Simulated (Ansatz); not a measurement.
Ti, one cell by several methods

```yaml
crystal:
  lattice:
    - [-1.67382, 1.64100, 1.64100]
    - [1.64100, -1.67382, 1.64100]
    - [1.64100, 1.64100, -1.67382]
  atoms:
    - { symbol: Ti, position: [0.00000, 0.00000, 0.00000] }
```

The conventional cell has a = 4.688 Å, b = 4.688 Å, c = 2.785 Å, α = 90.00°, β = 90.00°, γ = 120.00°. Ti (atom 1) is surrounded by 8 Ti at 2.79 to 2.86 Å.

The cell comes from COD entry 9012924, which wasn't checked; take it as a given geometry. The listed cell was then made from it by scaling, straining or moving an atom.

Methods: DFT, PBEsol, PAW with Ansatz's default frozen-core files, scalar-relativistic (Ansatz 0.2.0); DFT, PBEsol, all-electron PAW with datasets made for the crystal, scalar-relativistic (Ansatz 0.2.0); DFT, PBEsol, all-electron LAPW, scalar-relativistic (Ansatz 0.2.0).

For PAW: a Γ-centred 14×14×14 k mesh, Fermi–Dirac smearing of 0.05 eV, cutoff 420 eV, no spin polarisation; the PAW files were made with PBE, and the program remakes their frozen cores for this functional. The crystal-made all-electron datasets (AE datasets) take a cutoff of 260 eV at this cell. LAPW targets a basis error of 0.25 meV/atom. The Ansatz runs share mesh, smearing and spin set-up. Plane-wave (PAW) pressures include the program's estimate of the Pulay term.

Stress and pressure are positive in compression.

The change that made this cell: equal xy, yz and zx engineering shear strains of -2 %.

In a metal, gradients converge slowly with the k mesh: the values move by tens of per cent from one mesh to another, at times in sign, so only the comparison on one mesh counts.

```tsv
quantity	PAW	AE datasets	LAPW
pressure (GPa)	-6.67	-6.68	-6.68
stress yz (GPa)	0.63	0.63	0.63
stress xz (GPa)	0.63	0.63	0.63
stress xy (GPa)	0.63	0.63	0.63
field gradient Vzz at Ti (10²¹ V/m²)	1.01	0.97	–
```

PAW's pressure differs from the LAPW value by about 0.01 GPa or less.
